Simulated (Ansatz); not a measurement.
## CdS with arsenic replacing S: gradients before and after relaxing the atoms

Start: a supercell of CdS (zinc blende type, F-43m) built from a COD entry, with all atoms left at the host's positions.

Space group F-43m (No. 216); a = 17.4990 Å.

```csv
site,Wyckoff,site symmetry,x,y,z
Cd1,16e,.3m,0.4167,0.0833,0.4167
Cd3,24g,2.mm,0.7500,0.0833,0.7500
Cd5,48h,..m,0.7500,0.9167,0.5833
Cd14,4d,-43m,0.7500,0.7500,0.7500
Cd18,16e,.3m,0.0833,0.5833,0.9167
As,4a,-43m,0.5000,0.0000,0.5000
S29,48h,..m,0.6667,0.0000,0.6667
S32,16e,.3m,0.8333,0.8333,0.6667
S36,16e,.3m,0.1667,0.6667,0.8333
S42,24f,2.mm,0.0000,0.6667,0.0000
```

One atom of each set is listed; the run and its k-mesh use a cell of 54 atoms with edges of 12.37, 12.37, 12.37 Å.

All values are calculated (Ansatz; DFT, PBE, plane waves and PAW, scalar-relativistic, 420 eV cutoff, Γ-centred 2×2×2 k-points, Fermi–Dirac smearing 0.01 eV, cell charge -1), not measured.

The largest force at the start is 0.30 eV/Å. Relaxing the ions at fixed cell moves them by 0.034 Å at most (atom 31, S) and 0.018 Å rms.

```tsv
site	moved (Å)	first shell before	first shell after	V_zz before (10²¹ V/m²)	η before
Cd1	0.008	1 As at 2.53 Å, 3 S at 2.53 Å	1 As at 2.52 Å, 3 S at 2.55 Å	-6.89	0.00
Cd3	0.001	4 S at 2.53 Å	4 S at 2.50–2.53 Å	0.85	0.13
Cd5	0.016	4 S at 2.53 Å	4 S at 2.52–2.54 Å	-0.56	0.85
Cd18	0.002	4 S at 2.53 Å	4 S at 2.52–2.53 Å	-0.084	0.00
As	0.000	4 Cd at 2.53 Å	4 Cd at 2.52 Å	0.00	–
S29	0.034	4 Cd at 2.53 Å	4 Cd at 2.50–2.55 Å	-1.67	0.09
S32	0.002	4 Cd at 2.53 Å	4 Cd at 2.53 Å	0.35	0.00
S36	0.000	4 Cd at 2.53 Å	4 Cd at 2.52–2.53 Å	0.42	0.00
S42	0.003	4 Cd at 2.53 Å	4 Cd at 2.53–2.54 Å	0.18	0.25
```

(1) How do the gradients change?

Results:

(1) 

| site | V_zz after | η after | change of V_zz |
| --- | --- | --- | --- |
| Cd1 | -7.56 | 0.00 | -0.67 |
| Cd3 | 1.46 | 0.24 | +0.61 |
| Cd5 | -1.24 | 0.41 | -0.68 |
| Cd18 | -0.10 | 0.00 | -0.02 |
| As | 0.00 | – | 0.00 |
| S29 | -1.85 | 0.07 | -0.18 |
| S32 | 0.26 | 0.00 | -0.09 |
| S36 | 0.45 | 0.00 | +0.03 |
| S42 | -0.25 | 0.46 | – |

The largest change of V_zz along a kept axis is on Cd5, from -0.56 to -1.24. In per cent, |V_zz| changes by +10 to +121 on Cd, +10 on S (all sites that start above 0.5). Where |V_zz| stays above 0.1 and the axes keep their order, η moves most on Cd5, from 0.85 to 0.41. On S29 V_xx and V_yy change places (or their axes turn by over 50°), so the two values of η hide a larger change. On S42 the largest principal value lies along another axis in the second run, so the two V_zz can't be compared directly. Other sites without a gradient aren't listed.

The defect repeats with the cell of 54 atoms, so it feels its images: sites between two images don't show the values beside a lone defect, and zeros or small values of η there can come from the images' arrangement. A uniform background compensates the cell's charge. Without spin–orbit coupling (the program notes it for Cd) the gradients can shift by some per cent, and by up to a factor of two as the program warns, since there is only a small gap.
Before: With a gap of 0.5 eV on this mesh, small gradients can still move by 0.1 × 10²¹ V/m² or more as the k-mesh gets denser. The neighbours have not yet relaxed around the defect (largest force 0.30 eV/Å), and relaxing can change the values around it severalfold.
After: The relaxation keeps the site symmetry -43m of the start, so the impurity can't leave its site; a start off the site could end lower. With a gap of 0.6 eV on this mesh, small gradients can still move by 0.1 × 10²¹ V/m² or more as the k-mesh gets denser.
